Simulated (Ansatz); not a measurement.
## KH₃O₂: Electric field gradients

The cell is a Materials Project structure (computed, not necessarily an observed phase).

```cif
data_KH3O2
_symmetry_space_group_name_H-M 'P2_1/c'
_symmetry_Int_Tables_number 14
_cell_length_a 5.7810
_cell_length_b 5.6918
_cell_length_c 7.8753
_cell_angle_alpha 90.000
_cell_angle_beta 109.786
_cell_angle_gamma 90.000
loop_
_atom_site_label
_atom_site_type_symbol
_atom_site_symmetry_multiplicity
_atom_site_Wyckoff_symbol
_atom_site_fract_x
_atom_site_fract_y
_atom_site_fract_z
K K 4 e 0.6996 0.7551 0.4234
H5 H 4 e 0.9865 0.9755 0.2468
H9 H 4 e 0.2292 0.7106 0.1539
H13 H 4 e 0.2290 0.7031 0.4585
O17 O 4 e 0.6569 0.2439 0.9148
O18 O 4 e 0.9445 0.1416 0.2374
```

One atom of each set is listed.

Computed with Ansatz: DFT, PBE, plane waves and PAW, scalar-relativistic, 420 eV cutoff, Γ-centred 4×4×3 k-points, Fermi–Dirac smearing 0.02 eV.

C_Q = eQV_zz/h, which is 24.18 MHz for Q = 1 b and V_zz = 10²¹ V/m²; η = (V_xx − V_yy)/V_zz. ν_Q = 3|C_Q|/[2I(2I − 1)].

K-39: I = 3/2, Q = 60.30 mb; 2H: I = 1, Q = 2.858 mb; ¹⁷O: I = 5/2, Q = -25.58 mb. Q values from Pyykkö, Mol. Phys. 116, 1328 (2018).

**Question.** What field gradients does the calculation give at each kind of site?

**Answer.** 

| site | atoms | first shell | C_Q (MHz) | η | ν_Q (MHz) |
| --- | --- | --- | --- | --- | --- |
| K | 4 | 6 O at 2.76–2.86 Å; also 1 O at 3.22 Å | -1.38 | 0.24 | 0.690 |
| H5 | 4 | 1 O at 0.97 Å; also 1 O at 1.94 Å | 0.278 | 0.02 | 0.417 |
| H9 | 4 | 1 O at 1.02 Å; also 1 O at 1.57 Å | 0.153 | 0.12 | 0.229 |
| H13 | 4 | 1 O at 1.02 Å; also 1 O at 1.57 Å | 0.150 | 0.12 | 0.225 |
| O17 | 4 | 2 H at 1.02 Å, angle 105°; also 4 K at 2.76–2.86 Å | 6.16 | 0.92 | 0.924 |
| O18 | 4 | 1 H at 0.97 Å; also 3 H at 1.57–1.94 Å, 4 K at 2.83–3.29 Å | -7.24 | 0.12 | 1.09 |

At H5, H9 and H13 V_zz points along its bond to O (within 2°) in each case. At O18 V_zz points along its bond to H (within 2°).

The largest force is 0.4 eV/Å, so the atoms aren't at the calculated equilibrium and relaxing them would move these values. The lattice is static: at room temperature water may turn and average the couplings of its hydrogen.
